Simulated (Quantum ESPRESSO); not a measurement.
## Pd3RhAlMo3 (one run as intended and one with a planted mistake)

Computed values, not a measurement. The program is pw.x of Quantum ESPRESSO 7.5 (plane-wave density functional theory). The cell is made up: eight metal atoms on a face-centred cubic lattice, with elements, volume, strain and displacements drawn at random and not relaxed, so it may be unstable or far from any real phase. PseudoDojo standard norm-conserving files set the functional (PBE unless stated); there is no spin polarisation or spin-orbit coupling, the Fermi-Dirac width of 0.25 eV means electrons at about 2900 K, and the masses in the input are unused placeholders. A spin test at this wide smearing found no moment, but such smearing suppresses magnetism that the real alloy may have.

Intended input:

```
&control calculation='scf', pseudo_dir='./dojo.nc.sr.pbe.v0_5.standard.upf', outdir='./o', disk_io='minimal', tprnfor=.true., tstress=.true. /
&system ibrav=0, nat=8, ntyp=4, nbnd=75, ecutwfc=87.97787729, nosym=.true., tot_charge=0,
 occupations='smearing', smearing='fd', degauss=0.0183746611
/
&electrons conv_thr=1.470e-08, electron_maxstep=70, mixing_beta=0.5 /
ATOMIC_SPECIES
Al 1.0 Al.upf
Mo 1.0 Mo.upf
Pd 1.0 Pd.upf
Rh 1.0 Rh.upf
CELL_PARAMETERS angstrom
1.9297 3.8036 1.9836
-0.0719 3.809 -3.9062
-3.8593 3.8293 -0.0516
ATOMIC_POSITIONS angstrom
Pd -0.0396 0.0495 -0.0394
Rh -2.029 1.9384 -0.0146
Al -0.0615 1.858 -2.0502
Mo -1.9407 3.7851 -1.9494
Mo -0.0384 3.8343 0.0195
Pd -1.8872 5.6889 -0.0661
Mo -0.0664 5.6731 -1.9478
Pd -1.8916 7.6753 -1.9334
K_POINTS automatic
5 5 5 1 1 1
```

The log is shortened where brackets say so; the opening notice, blank lines, dates and the lines on written files are dropped, and the path of the files is cut. It prints rydbergs, bohrs and kilobars, and counts compression as positive stress. Its total energy is the free energy E - TS of the whole cell.

Log of the intended run:

```
     Program PWSCF v.7.5
     Parallel version (MPI & OpenMP), running on       4 processor cores
     Number of MPI processes:                 4
     Threads/MPI process:                     1
     [start-up lines left out]
     bravais-lattice index     =            0
     lattice parameter (alat)  =       8.8889  a.u.
     unit-cell volume          =     772.1717 (a.u.)^3
     number of atoms/cell      =            8
     number of atomic types    =            4
     number of electrons       =       116.00
     number of Kohn-Sham states=           75
     kinetic-energy cutoff     =      87.9779  Ry
     charge density cutoff     =     351.9115  Ry
     scf convergence threshold =      1.5E-08
     mixing beta               =       0.5000
     number of iterations used =            8  plain     mixing
     Exchange-correlation= PBE
                           (   1   4   3   4   0   0   0)
     [axes and pseudopotential details left out]
   Cartesian axes
     site n.     atom                  positions (alat units)
         1        Pd     tau(   1) = (  -0.0084187   0.0105234  -0.0083762  )
         2        Rh     tau(   2) = (  -0.4313529   0.4120919  -0.0031039  )
         3        Al     tau(   3) = (  -0.0130745   0.3949993  -0.4358599  )
         4        Mo     tau(   4) = (  -0.4125809   0.8046889  -0.4144304  )
         5        Mo     tau(   5) = (  -0.0081636   0.8151485   0.0041456  )
         6        Pd     tau(   6) = (  -0.4012071   1.2094251  -0.0140525  )
         7        Mo     tau(   7) = (  -0.0141162   1.2060661  -0.4140903  )
         8        Pd     tau(   8) = (  -0.4021425   1.6317215  -0.4110289  )
     number of k points=    63  Fermi-Dirac smearing, width (Ry)=  0.0184
                       cart. coord. in units 2pi/alat
        k(    1) = (   0.0005771   0.1234177  -0.0000830), wk =   0.0320000
        k(    2) = (  -0.1836973   0.1842186   0.0625969), wk =   0.0320000
     [further k points left out]
     Dense  grid:    86085 G-vectors     FFT dimensions: (  54,  64,  64)
     Estimated max dynamical RAM per process >     348.31 MB
     Estimated total dynamical RAM >       1.30 GB
     Initial potential from superposition of free atoms
     starting charge     115.9921, renormalised to     116.0000
     Starting wfcs are   71 randomized atomic wfcs +    4 random wfcs
     total cpu time spent up to now is        6.2 secs
     per-process dynamical memory:   280.3 Mb
     Self-consistent Calculation
     iteration #  1     ecut=    87.98 Ry     beta= 0.50
     Davidson diagonalization with overlap
     ethr =  1.00E-02,  avg # of iterations =  3.3
     total cpu time spent up to now is       23.4 secs
     total energy              =   -1469.20835494 Ry
     estimated scf accuracy    <       8.22230479 Ry
     iteration #  2     ecut=    87.98 Ry     beta= 0.50
     Davidson diagonalization with overlap
     ethr =  7.09E-03,  avg # of iterations =  2.2
     total cpu time spent up to now is       40.2 secs
     total energy              =   -1472.17209238 Ry
     estimated scf accuracy    <      21.72928479 Ry
     [iterations 3 to 15 left out]
     iteration # 16     ecut=    87.98 Ry     beta= 0.50
     Davidson diagonalization with overlap
     ethr =  1.89E-11,  avg # of iterations =  2.0
     total cpu time spent up to now is      236.2 secs
     total energy              =   -1473.87801805 Ry
     estimated scf accuracy    <       0.00000010 Ry
     iteration # 17     ecut=    87.98 Ry     beta= 0.50
     Davidson diagonalization with overlap
     ethr =  1.89E-11,  avg # of iterations =  2.0
     total cpu time spent up to now is      250.2 secs
     End of self-consistent calculation
     [lines on levels left out]
!    total energy              =   -1473.87801806 Ry
     estimated scf accuracy    <          5.4E-09 Ry
     smearing contrib. (-TS)   =      -0.11074435 Ry
     internal energy E=F+TS    =   -1473.76727371 Ry
     The total energy is F=E-TS. E is the sum of the following terms:
     one-electron contribution =    -435.16453533 Ry
     hartree contribution      =     294.97065978 Ry
     xc contribution           =    -229.38505848 Ry
     ewald contribution        =   -1104.18833968 Ry
     convergence has been achieved in  17 iterations
     Forces acting on atoms (cartesian axes, Ry/au):
     atom    1 type  3   force =     0.00023623   -0.00179999   -0.01004031
     atom    2 type  4   force =     0.06803366    0.01400246    0.00028319
     atom    3 type  1   force =     0.03387891    0.03700896    0.03089332
     atom    4 type  2   force =     0.01122302   -0.01559181   -0.00751460
     atom    5 type  2   force =    -0.00600753   -0.02008597   -0.00775546
     atom    6 type  3   force =    -0.05498632    0.02823258    0.01649989
     atom    7 type  2   force =     0.00235486   -0.00618205   -0.02501761
     atom    8 type  3   force =    -0.05473283   -0.03558417    0.00265158
     Total force =     0.135489     Total SCF correction =     0.000181
     Computing stress (Cartesian axis) and pressure
          total   stress  (Ry/bohr**3)                   (kbar)     P=      169.15
   0.00147799   0.00012364  -0.00033160          217.42       18.19      -48.78
   0.00012364   0.00107917   0.00013530           18.19      158.75       19.90
  -0.00033160   0.00013530   0.00089239          -48.78       19.90      131.27
     init_run     :      5.70s CPU      5.97s WALL (       1 calls)
     electrons    :    238.27s CPU    244.04s WALL (       1 calls)
     forces       :      2.25s CPU      2.25s WALL (       1 calls)
     stress       :      7.81s CPU      7.82s WALL (       1 calls)
     [timing details left out]
     PWSCF        :   4m14.22s CPU   4m20.29s WALL
     JOB DONE.
```

A second run has one planted mistake: one coordinate of one atom is wrong. The input lines that differ:

```
- Pd -1.8916 7.6753 -1.9334
+ Pd -1.8916 7.8053 -1.9334
```

Its log:

```
     Program PWSCF v.7.5
     Parallel version (MPI & OpenMP), running on       4 processor cores
     Number of MPI processes:                 4
     Threads/MPI process:                     1
     [start-up lines left out]
     bravais-lattice index     =            0
     lattice parameter (alat)  =       8.8889  a.u.
     unit-cell volume          =     772.1717 (a.u.)^3
     number of atoms/cell      =            8
     number of atomic types    =            4
     number of electrons       =       116.00
     number of Kohn-Sham states=           75
     kinetic-energy cutoff     =      87.9779  Ry
     charge density cutoff     =     351.9115  Ry
     scf convergence threshold =      1.5E-08
     mixing beta               =       0.5000
     number of iterations used =            8  plain     mixing
     Exchange-correlation= PBE
                           (   1   4   3   4   0   0   0)
     [axes and pseudopotential details left out]
   Cartesian axes
     site n.     atom                  positions (alat units)
         1        Pd     tau(   1) = (  -0.0084187   0.0105234  -0.0083762  )
         2        Rh     tau(   2) = (  -0.4313529   0.4120919  -0.0031039  )
         3        Al     tau(   3) = (  -0.0130745   0.3949993  -0.4358599  )
         4        Mo     tau(   4) = (  -0.4125809   0.8046889  -0.4144304  )
         5        Mo     tau(   5) = (  -0.0081636   0.8151485   0.0041456  )
         6        Pd     tau(   6) = (  -0.4012071   1.2094251  -0.0140525  )
         7        Mo     tau(   7) = (  -0.0141162   1.2060661  -0.4140903  )
         8        Pd     tau(   8) = (  -0.4021425   1.6593587  -0.4110289  )
     number of k points=    63  Fermi-Dirac smearing, width (Ry)=  0.0184
                       cart. coord. in units 2pi/alat
        k(    1) = (   0.0005771   0.1234177  -0.0000830), wk =   0.0320000
        k(    2) = (  -0.1836973   0.1842186   0.0625969), wk =   0.0320000
     [further k points left out]
     Dense  grid:    86085 G-vectors     FFT dimensions: (  54,  64,  64)
     Estimated max dynamical RAM per process >     348.31 MB
     Estimated total dynamical RAM >       1.30 GB
     Initial potential from superposition of free atoms
     starting charge     115.9921, renormalised to     116.0000
     Starting wfcs are   71 randomized atomic wfcs +    4 random wfcs
     total cpu time spent up to now is        6.1 secs
     per-process dynamical memory:   280.3 Mb
     Self-consistent Calculation
     iteration #  1     ecut=    87.98 Ry     beta= 0.50
     Davidson diagonalization with overlap
     ethr =  1.00E-02,  avg # of iterations =  3.3
     total cpu time spent up to now is       23.5 secs
     total energy              =   -1469.23777265 Ry
     estimated scf accuracy    <       8.15127526 Ry
     iteration #  2     ecut=    87.98 Ry     beta= 0.50
     Davidson diagonalization with overlap
     ethr =  7.03E-03,  avg # of iterations =  2.2
     total cpu time spent up to now is       40.5 secs
     total energy              =   -1472.15696022 Ry
     estimated scf accuracy    <      21.55800137 Ry
     [iterations 3 to 15 left out]
     iteration # 16     ecut=    87.98 Ry     beta= 0.50
     Davidson diagonalization with overlap
     ethr =  1.21E-10,  avg # of iterations =  2.0
     total cpu time spent up to now is      236.8 secs
     total energy              =   -1473.86104152 Ry
     estimated scf accuracy    <       0.00000017 Ry
     iteration # 17     ecut=    87.98 Ry     beta= 0.50
     Davidson diagonalization with overlap
     ethr =  1.21E-10,  avg # of iterations =  1.0
     total cpu time spent up to now is      249.0 secs
     End of self-consistent calculation
     [lines on levels left out]
!    total energy              =   -1473.86104153 Ry
     estimated scf accuracy    <       0.00000001 Ry
     smearing contrib. (-TS)   =      -0.10995773 Ry
     internal energy E=F+TS    =   -1473.75108380 Ry
     The total energy is F=E-TS. E is the sum of the following terms:
     one-electron contribution =    -437.49615444 Ry
     hartree contribution      =     296.11849275 Ry
     xc contribution           =    -229.40919751 Ry
     ewald contribution        =   -1102.96422460 Ry
     convergence has been achieved in  17 iterations
     Forces acting on atoms (cartesian axes, Ry/au):
     atom    1 type  3   force =     0.00064488   -0.00135154   -0.00925362
     atom    2 type  4   force =     0.09455273    0.04278911    0.00345951
     atom    3 type  1   force =     0.03403719    0.04700840    0.04193596
     atom    4 type  2   force =     0.01208227   -0.01538914   -0.00766513
     atom    5 type  2   force =    -0.00719711   -0.01992343   -0.00546408
     atom    6 type  3   force =    -0.05606602    0.04245437    0.00118649
     atom    7 type  2   force =    -0.01128353    0.00816660   -0.02624667
     atom    8 type  3   force =    -0.06677040   -0.10375438    0.00204754
     Total force =     0.194873     Total SCF correction =     0.000299
     Computing stress (Cartesian axis) and pressure
          total   stress  (Ry/bohr**3)                   (kbar)     P=      180.86
   0.00160396   0.00023485  -0.00034378          235.95       34.55      -50.57
   0.00023485   0.00116207   0.00013730           34.55      170.95       20.20
  -0.00034378   0.00013730   0.00092230          -50.57       20.20      135.67
     init_run     :      5.74s CPU      6.01s WALL (       1 calls)
     electrons    :    237.49s CPU    242.92s WALL (       1 calls)
     forces       :      2.23s CPU      2.23s WALL (       1 calls)
     stress       :      7.72s CPU      7.72s WALL (       1 calls)
     [timing details left out]
     PWSCF        :   4m13.31s CPU   4m19.03s WALL
     JOB DONE.
```

|  | intended run | run with the mistake |
| --- | --- | --- |
| free energy (eV) | -20053.132 | -20052.901 |
| entropy term -TS, part of it (eV) | -1.507 | -1.496 |
| pressure (GPa) | 16.91 | 18.09 |
| size of the largest force component (eV/Å) | 1.749 | 2.668 |
| largest change of a force component (eV/Å) |  | 1.753 |
| iterations | 17 | 17 |

For scale, a rerun of the intended cell at a higher cutoff and on a denser mesh moved values by no more than 0.008 eV in energy, 0.07 GPa in stress and 0.010 eV/Å in force, and a second program with other atomic files agreed on that cell to 2 % rms in force and 0.5 GPa in pressure.